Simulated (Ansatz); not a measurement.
ScSi (CsCl type, Pm-3m) at seven volumes, PBEsol (plane waves, PAW; program Ansatz), scaled uniformly. One row is withheld.

```csv
V (Å³/atom),P (GPa)
16.087,10.23
16.617,6.27
17.147,2.96
17.678,0.00
18.208,-2.60
18.738,-4.83
19.269,?
```

**Question.** Fit the shown pressures and predict the withheld one.

**Answer.** Third-order Birch–Murnaghan: P = (3/2)B₀(x^(7/2) − x^(5/2))[1 + (3/4)(B′ − 4)(x − 1)] with x = (V₀/V)^(2/3). Least squares on the six rows gives V₀ = 17.674 Å³/atom, B₀ = 91.75 GPa, B′ = 3.58. At V = 19.269, x = 0.9440 and P = -6.79 GPa. The run itself gave -6.74 GPa.

The cell is a constructed one: a structure type filled with these elements; neither database checked (COD, Materials Project) lists it. Whether it is the stable phase at ambient conditions was not checked. The cell was relaxed with PBEsol under the symmetry of its start. At this level the phase is mechanically unstable. The run is not spin-polarised.

Potentials: the later of the program's two PAW sets.
